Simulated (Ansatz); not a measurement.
C:
```cif
data_C3
_chemical_formula_sum 'C3'
_space_group_name_H-M_alt 'P 1'
_space_group_IT_number 1
_cell_length_a 2.59236
_cell_length_b 2.59236
_cell_length_c 2.78267
_cell_angle_alpha 90.000
_cell_angle_beta 90.000
_cell_angle_gamma 120.000
loop_
_space_group_symop_operation_xyz
  'x, y, z'
loop_
_atom_site_label
_atom_site_type_symbol
_atom_site_fract_x
_atom_site_fract_y
_atom_site_fract_z
_atom_site_occupancy
C1 C 0.50000 0.00000 0.00000 1
C2 C 0.00000 0.50000 0.66667 1
C3 C 0.50000 0.50000 0.33333 1
```

Relaxed with PBEsol.

Q: Which orbitals make up the states near the band edges in the program Ansatz at the PBEsol level (PAW)?

A: Top 1 eV of the valence band: C 2p 98 %. Bottom 1 eV of the conduction band: C 2p 87 %, outside the projected shells 9 %. Projections are on Löwdin-orthogonalised atomic valence shells; empty p or d shells of many metals are not among them.

Q: Tabulate the density of states.

A: States/eV per cell of 3 atoms, in 0.25 eV bins, energy from the valence-band maximum.

```tsv
E (eV)	total	C 2p	C 2s
-7.85	0.74	0.60	0.15
-7.60	0.74	0.60	0.14
-7.35	0.74	0.61	0.12
-7.10	0.78	0.66	0.12
-6.85	0.84	0.71	0.12
-6.60	0.88	0.76	0.12
-6.35	0.91	0.79	0.12
-6.10	0.91	0.80	0.11
-5.85	0.88	0.78	0.10
-5.60	0.89	0.80	0.09
-5.35	0.91	0.81	0.09
-5.10	0.97	0.87	0.10
-4.85	1.08	0.98	0.09
-4.60	1.15	1.05	0.09
-4.35	0.96	0.88	0.08
-4.10	0.89	0.81	0.07
-3.85	0.93	0.85	0.08
-3.60	1.16	1.07	0.09
-3.35	1.16	1.07	0.08
-3.10	1.23	1.15	0.08
-2.85	1.30	1.22	0.07
-2.60	1.06	1.00	0.06
-2.35	0.81	0.78	0.03
-2.10	0.44	0.43	0.01
-1.85	0.25	0.24	0.00
-1.60	0.12	0.12	0.00
-1.35	0.08	0.08	0.00
-1.10	0.06	0.06	0.00
-0.85	0.05	0.05	0.00
-0.60	0.04	0.04	0.00
-0.35	0.02	0.02	0.00
-0.10	0.01	0.01	0.00
0.15	0.00	0.00	0.00
0.40	0.00	0.00	0.00
0.65	0.00	0.00	0.00
0.90	0.00	0.00	0.00
1.15	0.00	0.00	0.00
1.40	0.00	0.00	0.00
1.65	0.00	0.00	0.00
1.90	0.01	0.01	0.00
2.15	0.04	0.04	0.00
2.40	0.07	0.06	0.00
2.65	0.10	0.09	0.00
2.90	0.19	0.16	0.01
3.15	0.29	0.24	0.02
3.40	0.38	0.31	0.04
3.65	0.54	0.43	0.07
3.90	0.88	0.67	0.14
4.15	1.68	1.27	0.30
4.40	1.22	0.91	0.24
4.65	0.86	0.58	0.22
4.90	0.72	0.45	0.21
5.15	0.75	0.45	0.24
5.40	0.86	0.55	0.24
5.65	1.49	1.02	0.35
5.90	1.37	0.99	0.26
6.15	1.00	0.71	0.21
6.40	0.92	0.64	0.21
6.65	0.99	0.65	0.26
```

Space group P6_222. The start of the workflow was typed in or built on a structure type; neither database checked (COD, Materials Project) lists it. It is not the phase usual at ambient conditions (space group No. 194, 227). The PBEsol relaxation kept the symmetry of its start; phonons on a q-mesh show no instability.

Potentials: the later of the program's two PAW sets.
